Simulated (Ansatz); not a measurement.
Trial structures of La2TaO2: starts and ends

These are results of Ansatz 0.2.0, DFT PBE, scalar-relativistic, plane waves, PAW, not measurements. All cells share a 420 eV cutoff and Γ-centred k meshes spaced at most about 0.3 Å⁻¹ (about 0.25 or finer for metals, 2π included). Collinear spin in cells that started with moments and kept them past the coarse steps, no spin elsewhere.

Each guess was relaxed in cell and atoms at zero pressure, within the symmetry of its start. All energies are static (0 K, no zero-point motion). Coordination counts O atoms around La and Ta (those within 1.25 times the shortest such distance or 1.15 times the sum of covalent radii, 1.27 where that leaves under three; the shortest distance is added where it exceeds 1.18 times the sum of covalent radii; a slash parts the counts of unlike sites).

| guess | made from | start group | V start (Å³/atom) | end group | V end (Å³/atom) | coordination at the end | gap on mesh (eV) | largest moment (μB) | E over the lowest end (meV/atom) |
| --- | --- | --- | --- | --- | --- | --- | --- | --- | --- |
| 1 | Li2MnO2 type | P-3m1 | 17.0 | P-3m1 | 19.7 | La 4, Ta 6 | 0 | - | 167 |
| 2 | random cell | P4/mmm | 19.3 | P4/mmm | 28.3 | La 4/8 from 4.1 Å, Ta 4 | 0 | 0.2 | 864 |
| 3 | random cell | P6/mmm | 41.1 | ? | ? | ? | ? | ? | ? |
| 4 | random cell | P6/mmm | 24.0 | P6/mmm | 32.5 | La 2, Ta 12 from 4.4 Å | 0 | 2.8 | 1175 |
| 5 | random cell | P-3m1 | 22.0 | P-3m1 | 24.4 | La 3, Ta 2 | 0 | - | 0 |
| 6 | random cell | P6/mmm | 20.4 | P6/mmm | 21.7 | La 6, Ta 12 from 4.9 Å | 0 | 0.2 | 1011 |

Guess 3 as it starts:

```
La Ta O
1.0
     4.49650    0.00000    0.00000
    -2.24825    3.89409    0.00000
     0.00000    0.00000   11.73175
La Ta O
2 1 2
Direct
  0.33333 0.66667 0.50000
  0.66667 0.33333 0.50000
  0.00000 0.00000 0.50000
  0.00000 0.00000 0.18918
  0.00000 0.00000 0.81082
```

Problem. Fill in the missing row: what does this guess relax into, and where does it rank?

Solution. It ends in space group P6/mmm (No. 191), with a = 5.638 Å, c = 9.352 Å, 51.5 Å³/atom and no gap, without spin. It lies 1.26 eV/atom over the lowest end, above guess 4 and so the highest of the set. Counting O atoms around La and Ta, this end has La 6 from 3.8 Å, Ta 2 and the lowest (guess 5) has La 3, Ta 2.

```
La Ta O
1.0
     5.63780    0.00000    0.00000
    -2.81890    4.88248    0.00000
     0.00000    0.00000    9.35202
La Ta O
2 1 2
Cartesian
  0.0000 3.2550 4.6760
  2.8189 1.6275 4.6760
  0.0000 0.0000 4.6760
  0.0000 0.0000 2.7914
  0.0000 0.0000 6.5606
```

The zero of energy is the elements' standard structures at the same level (O₂ as a molecule); no fitted shifts are applied.

Problem. Is the lowest end bound against the elements?

Solution. Yes: its formation energy is −1.62 eV/atom. Whether it is stable depends on the other phases of the system, which aren't compared here.

Weakly bound directions are ill-defined at this level, which has no dispersion term (P6/mmm at 51.5 Å³/atom), and this can change margins and order among such cells. These runs have no spin–orbit coupling, which can matter for Ta. In P-3m1 at 24.4 Å³/atom, P-3m1 at 19.7 Å³/atom, P6/mmm at 51.5 Å³/atom an odd number of electrons in the primitive cell allows no gap without spin; a larger cell or a magnetic state could open one. Another magnetic order may lie lower. Cells relaxed within their symmetry can be saddle points. A lower structure may well exist outside this small set. Some structure types and database cells were kept out of the candidates from the start, so a known form may be missing.
